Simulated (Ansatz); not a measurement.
The slice is one period of a {110} plane through atoms; its size isn't given.

Method: PBE (plane waves to 420 eV, PAW, scalar-relativistic; Ansatz, an electronic-structure program). Inside the PAW spheres the values are not all-electron values, and peaks at nuclei hang on which shells count as valence.

```
|8888662211000011000011226688|
|6666441100000000000000114466|
|3322110000000000000000001122|
|2222111100000000000000111122|
|3333221111000000000011112233|
|4444443322110000001122334444|
|6666554433110000001133445566|
|8888665533221100112233556688|
|9999886644221111112244668899|
|9999886644331111113344668899|
|9999886644221111112244668899|
|8888665533221100112233556688|
|6666554433110000001133445566|
|4444443322110000001122334444|
|3333221111000000000011112233|
|2222111100000000000000111122|
|3322110000000000000000001122|
|6666441100000000000000114466|
|8888662211000011000011226688|
|9988663311001111110011336688|
```
Scale: ten equal steps from -1.44 (start of '0') to 1.15 (end of '9'), in the order '0123456789'. Values: log₁₀ of the valence density in e/Å³. The map has 14 points along u (two characters each, u = 0 at the left) and 20 along v (v = 0 in the bottom row). The scale is logarithmic, as a density can span decades between atoms and voids.

```
|xx80000000008x|
|98200000000028|
|00000000000000|
|00000000000000|
|44320000000234|
|88752000002578|
|99875200025789|
|88987300037898|
|xx88740004788x|
|xx89841014898x|
|xx88740004788x|
|88987300037898|
|99875200025789|
|88752000002578|
|44320000000234|
|00000000000000|
|00000000000000|
|98200000000028|
|xx80000000008x|
|xx91000000019x|
```
Scale: ten equal steps from 0.01 (start of '0') to 0.90 (end of '9'), in the order '0123456789'. Values: electron localisation function (ELF). The map has 14 points along u (one character each, u = 0 at the left) and 20 along v (v = 0 in the bottom row). Points within 0.4 Å of a nucleus are blanked (x), as the pseudised field means little there.

Which relaxed crystal do these maps come from?
(A) NaF (rock salt)
(B) TaN (rock salt)
(C) LiF (rock salt)
(D) FeO (rock salt)

C, LiF (rock salt). Atoms on the slice: F at (0.00, 0.50); Li at (0.00, 0.00)

All were relaxed with their symmetry unable to fall. FeO is run spin-polarised and with no Hubbard U; the real compound is an antiferromagnetic insulator, a state that this run doesn't describe. Relaxed FeO ends ferromagnetic. Spin-orbit coupling is left out. TaN is run without spin polarisation. The relaxed volume of NaF is well above the measured one; the method has no dispersion term. This is a high-temperature form of TaN. The magnetic order is the one the run started from; other orders were not tried. (This holds for the magnetic or f-shell members.)
